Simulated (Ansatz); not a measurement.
The relaxed structure here is a generated cell of Hf: the first start was made by placing the elements on the sites of a structure type, and the end was not matched to a known phase here, so it may be hypothetical. Known forms of Hf include space group No. 194.

A relaxed cell of Hf (P6/mmm (No. 191)), relaxed on a k-mesh at least as fine as the one used below. Method: r2SCAN (plane waves to 500 eV, PAW, scalar-relativistic; Ansatz, an electronic-structure program). Γ-centred k-mesh 4×7×12 on the run's cell (coarser than for final values), Fermi–Dirac smearing 0.05 eV.

```xyz
4
Lattice="10.2757 0.0000 0.0000 -2.5689 4.4495 0.0000 0.0000 0.0000 2.7184" Properties=species:S:1:pos:R:3 pbc="T T T"
Hf     0.0000     2.9663     0.0000
Hf     5.1378     2.9663     0.0000
Hf     2.5689     1.4832     0.0000
Hf     7.7067     1.4832     0.0000
```

The atoms are displaced by (Å):

| atom | ux | uy | uz |
|---|---|---|---|
| Hf1 | 0.132 | -0.084 | -0.005 |
| Hf2 | 0.129 | 0.083 | 0.039 |
| Hf3 | 0.165 | -0.147 | -0.105 |
| Hf4 | 0.046 | -0.017 | 0.021 |

What forces (eV/Å) and pressure result?


```
atom     Fx     Fy     Fz
----  -----  -----  -----
Hf1    0.04  -0.49   0.08
Hf2   -0.17  -0.30   0.05
Hf3    0.17   0.43  -0.12
Hf4   -0.04   0.36   0.00
```

Pressure -0.1 GPa.

The undisplaced cell is probably no minimum: from this displacement the run went on to Fm-3m (No. 225), 1.79 eV/atom below it.

No spin polarisation in the result.
